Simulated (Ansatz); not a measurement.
Here is an unrelaxed guess for Al2BN3.

```cif
data_structure
_symmetry_space_group_name_H-M 'P6_3/mmc'
_symmetry_Int_Tables_number 194
_cell_length_a 2.7249
_cell_length_b 2.7249
_cell_length_c 21.7133
_cell_angle_alpha 90.000
_cell_angle_beta 90.000
_cell_angle_gamma 120.000
_cell_volume 139.62
loop_
_atom_site_label
_atom_site_type_symbol
_atom_site_symmetry_multiplicity
_atom_site_Wyckoff_symbol
_atom_site_fract_x
_atom_site_fract_y
_atom_site_fract_z
_atom_site_occupancy
Al1 Al 4 f 0.33333 0.66667 0.08333 1
B1 B 2 d 0.33333 0.66667 0.75000 1
N1 N 2 c 0.33333 0.66667 0.25000 1
N2 N 4 f 0.33333 0.66667 0.58333 1
```

Computed with DFT PBE, scalar-relativistic, plane waves, PAW (Ansatz). Cutoff 420 eV; k points 6×6×1 on the computed 12-atom cell (Γ-centred); Gaussian smearing, width 0.10 eV; no spin polarisation.

The zero of energy is the elements' standard structures at the same level (N₂ as a molecule); no fitted shifts are applied.

Task: How far from equilibrium is it?

Result: The pressure is 54.1 GPa (the mean over three directions, positive in compression), the largest force is 0.08 eV/Å, and the energy is 0.00 eV/atom against the elements. The shortest distance is 1.57 Å.

Task: Is it a good guess?

Result: A rough one: relaxing gains about 0.60 eV/atom in 29 ionic steps and ends at −0.599 eV/atom on the finer mesh. The symmetry stays P6_3/mmc (No. 194). The volume per atom shrinks by 22.4 %, from 11.6 to 9.0 Å³. The shortest distance goes from 1.57 Å (Al–N and B–N) to 1.80 Å (Al–N and B–N). The ratio c/a of the conventional cell changes by a factor of 0.52. Conventional cell: a = 3.118 Å, c = 12.867 Å. Al is surrounded by 3 N at 1.80 Å, 1 N at 2.04 Å and 1 N at 2.32 Å; B has 3 N at 1.80 Å and 2 N at 2.07 Å; N on a site of symmetry -6m2 has 3 B at 1.80 Å and 2 Al at 2.04 Å; 1 more site not described.

The last run used a 12×12×2 mesh (in the run's order of axes) for its 12-atom cell and Gaussian smearing of 0.02 eV. The relaxation can't lower the symmetry of the start, and the grade says only how near the guess is to its own end. Symmetry constrained the relaxation, so the result can be a saddle point. Another cell of Al2BN3 relaxed alike, in Cm, lies 0.50 eV/atom lower, so this cell isn't the stable form at this level.
